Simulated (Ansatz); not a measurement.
CdS in space group P6_3mc (No. 186; Pearson symbol hP12), plane-wave PAW LDA (Ansatz code), all energies at zero smearing, with the estimated change up to a 700 eV cutoff added, with one set of potentials and settings (totals compare only within such a set). Cell of 12 atoms (6 Cd, 6 S): -53931.890 eV.

```tsv
element	reference phase	E (eV/atom)
Cd	P6_3/mmc, 2 atoms in the cell	-8117.8923
S	Fddd, 32 atoms in the cell	-869.4931
```

Formation energy per atom, worked out: (-53931.890 − 6×(-8117.8923) − 6×(-869.4931))/12 = -0.631 eV/atom (-61 kJ per mol of atoms), at 0 K, without zero-point energy or fitted corrections.

A made-up cell: these elements were put on the sites of a structure type. Its sites differ from those of the usual phase in this space group: another stacking or structure type. The LDA relaxation kept the symmetry of its start; whether a distortion lowers the energy is not shown. The references are the lowest solids computed at this level, not always the standard phases.

Potentials: the later of the program's two PAW sets.
